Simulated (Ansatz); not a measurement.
Values for one crystal, relaxed and computed with the program Ansatz at the PBEsol level (PAW); other levels are named.

- Volume per atom: 28.37 Å³
- Electronic character: no gap, with almost no states at the Fermi level (zero-gap or semimetallic)
- Density of states at the Fermi level: 0.00 states/eV per atom (mean over ±0.08 eV)
- Pressure derivative B′: 4.8
- Bulk modulus (Birch–Murnaghan fit): 53.2 GPa
- Formation energy from the elements (no fitted shifts): -0.15 eV/atom

Question: Pick the material that matches.
A) GaSb, NiAs type
B) InGaSbAs, Pmm2 (Pearson symbol oP8)
C) In2TeO2, P-3m1 (In on 2d, Te on 1b, O on 2d)
D) GaSb, CsCl type

Answer: B, InGaSbAs, Pmm2 (Pearson symbol oP8)

The start of the workflow was typed in or built on a structure type; neither database checked (COD, Materials Project) lists it. Whether it is the stable phase at ambient conditions was not checked. The PBEsol relaxation kept the symmetry of its start; its stability against distortions is not shown here. The references are the lowest solids computed at this level, not always the standard phases. Spin–orbit coupling is left out wherever it is not named.

Potentials: the earlier of the program's two PAW sets. The files were generated under PBE; for other functionals the program regenerates the frozen cores, and for LDA and PBEsol the local potential too.
